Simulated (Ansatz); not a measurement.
Ba:
```yaml
crystal:
  lattice:
    - [4.12502, 0.00000, 0.00000]
    - [-2.06251, 3.57238, 0.00000]
    - [0.00000, 0.00000, 3.81867]
  atoms:
    - { symbol: Ba, position: [0.00000, 0.00000, 0.00000] }
```

Relaxed with PBEsol. Special points in fractions of this cell's reciprocal vectors: Γ (0.000, 0.000, 0.000); M (0.500, 0.000, 0.000); K (0.333, 0.333, 0.000); A (0.000, 0.000, 0.500); L (0.500, 0.000, 0.500); H (0.333, 0.333, 0.500).

List the band energies nearest the Fermi level at these points for the program Ansatz at the PBEsol level (PAW).

In eV from the Fermi level; about four levels below and three above (degenerate sets whole), none deeper than 8.9 eV; points with the same levels are listed once.

```tsv
k	below	above
Γ	-2.79 -0.02	1.78 1.78 4.54
M	-1.06	0.42 1.29 3.00
K	–	0.34 0.52 0.52
A	-0.85	0.83 2.40 2.40
L	-1.04	0.11 1.99 3.28
H	-0.24 -0.24	1.90 1.90 4.77
```

Space group P6/mmm (simple hexagonal). The workflow started from an entry of the Crystallography Open Database (COD); the relaxed space group is not among those it files for this formula. It is not the phase usual at ambient conditions (space group No. 229). The cell was relaxed with PBEsol under the symmetry of its start. At this level the phase is mechanically unstable. The volume moved by -31 % from the start of the relaxation. The volume fell by over 15 % from the filed cell, which may lack light atoms or belong to other conditions. Scalar-relativistic: spin–orbit coupling is off unless named, which matters more the heavier the elements.

Potentials: the later of the program's two PAW sets.
